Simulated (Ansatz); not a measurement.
Input file for Ansatz (a quantum-chemistry and plane-wave program):

Ansatz 0.2 input:
```yaml
crystal:
  lattice:
    - [0.0, 3.3527621645, 3.3527621645]
    - [3.3527621645, 0.0, 3.3527621645]
    - [3.3527621645, 3.3527621645, 0.0]
  atoms:
    - { symbol: K, position: [0.0, 0.0, 0.0] }
    - { symbol: Br, position: [0.5, 0.5, 0.5] }
kpoints:
  mp_grid: { grid: [7, 7, 7] }
basis: { xc_grid: 2 }
hamiltonian:
  xc: pbe
  pseudopotentials: { kind: paw }
scf:
  occupations: { method: fixed }
checkpoint: { read: static.run }
output: { bader: true, populations: true }
```

Output (shortened):

```
Pseudopotential: K, paw, valence charge 9
Pseudopotential: Br, paw, valence charge 7
Functional definition: PBE
Crystal: 2 atoms, lattice volume = 75.377 Å³
Basis set: ecut = 420 eV, 1459 PW (Γ), exchange–correlation on 64×64×64 points (8 copies of the dense FFT grid, shifted against one another)
Bands: 12, of which v1, the nominal top of the filled ones, is band 8 counted from 1 (7 counted from 0)
Symmetry: 48 space group operations
Space group: Fm-3m (ITA 225), of the structure as read, at distance tolerance 4.2e-5 Å
k-points: 20 of 343
Stability of the state it starts from, as read at its close in the unpolarized treatment …
iter 1 solved again at ethr=3.28e-7 eV; its pass at ethr=3.10e-3 eV (dr2=5.25e-5 eV) is discarded
SCF iter   1: F=—  HF=-4324.504033 eV  |F-HF|=—  |Δ(HF+E_count)|=         —  Δρ=7.23e-7  dr2=1.75e-10  ethr=3.28e-7  ⟨swp⟩=3.0  Hψ=2029  notcnv=0  defer=38
preconditioner: auto → none
SCF iter   2: F=-4324.504033 eV  HF=-4324.504033 eV  |F-HF|=5.55e-11  |Δ(HF+E_count)|=   7.25e-8  Δρ=4.38e-7  dr2=8.09e-11  ethr=1.10e-12  ⟨swp⟩=9.2  Hψ=1530  notcnv=0
SCF 1 converged in 2 iterations: F = -4324.504033 eV  dr2 = 8.09e-11
SCF converged after 2 iterations
Free energy (F): -4324.504033 eV
Harris-Foulkes:  -4324.504033 eV  (|F-HF|=5.55e-11)
Internal energy: -4324.504033 eV  (E = F + TS)
E sigma→0 (E₀):  -4324.504033 eV
Fermi energy:    0.756807 eV
--- Per-component energies (eV) ---
  E_band       = -138.973169
  E_kinetic    = 387.929604
  E_local      = -858.100410  (includes V_loc(G=0)·N_el)
  E_nonlocal   = 82.769786
  E_hartree    = 279.048612
  E_xc         = -400.393166
  E_vxc        = -269.333915  (∫ρ·V_xc dr)
  E_paw        = -3028.361927  (= ΣΔE_a)
  E_vpaw       = -40.335309  (= ΣTr[D̂ρ^β])
  E_aug_tail   = -0.000004  (compensation charges beyond the density's cutoff)
  E_ewald      = -787.396529
  E_smearing   =  0.000000  (= −TS)
  E_closure    =  0.000000  (closes the sum)
  Σ components = -4324.504033   (vs F -4324.504033, Δ=0.00e0)
  [band-id]    e_kinetic+e_local+e_nonlocal+2·e_hartree+e_vxc+e_vpaw+e_augmentation_tail = -138.973022   (vs E_band -138.973169, Δ=1.47e-4)
--- Band table (eV; the first three rows and the last of 20) ---
  k-point 0: bands = ["-27.1231", "-11.4798", "-10.5972", "-10.5972", "-10.5972", "0.7568", "0.7568", "0.7568", "5.0677", "8.3462", "8.3462", "8.3462"]
  k-point 1: bands = ["-27.1223", "-11.5170", "-10.5981", "-10.5981", "-10.5487", "0.4978", "0.6974", "0.6974", "5.5440", "8.2198", "8.5743", "8.5743"]
  k-point 2: bands = ["-27.1205", "-11.5895", "-10.6002", "-10.6002", "-10.4507", "0.0253", "0.5703", "0.5703", "6.5245", "8.2414", "9.1988", "9.1988"]
  k-point 19: bands = ["-27.1176", "-11.4983", "-10.6518", "-10.6324", "-10.5034", "0.1342", "0.1725", "0.3732", "7.7664", "8.4539", "8.8914", "9.6079"]
--- Löwdin populations: 2 sites ---
  site symbol       q [e]
     0      K      8.2839
     1     Br      7.6658
  spilling = 0.003144 (of n_electrons = 16.000000)
--- Bader charges: 2 sites ---
  site symbol  charge [e]  shift [e]
     0      K      0.8341     0.0000
     1     Br     -0.8341     0.0000
  shift: an alarm, by how much a part of what the PAW files miss would move the charge. Where it is large, compare
  with a run on PAW files of another source; a small one proves nothing
  estimated error of the sums over rays = 9.6e-5 e
```

Cost: around 12 core-seconds (rough) on shared cores.

The PBE relaxation kept the symmetry of its start; phonons on a q-mesh show no instability. Spin–orbit coupling is left out wherever it is not named.

Potentials: the later of the program's two PAW sets.

Ansatz is a plane-wave DFT program.
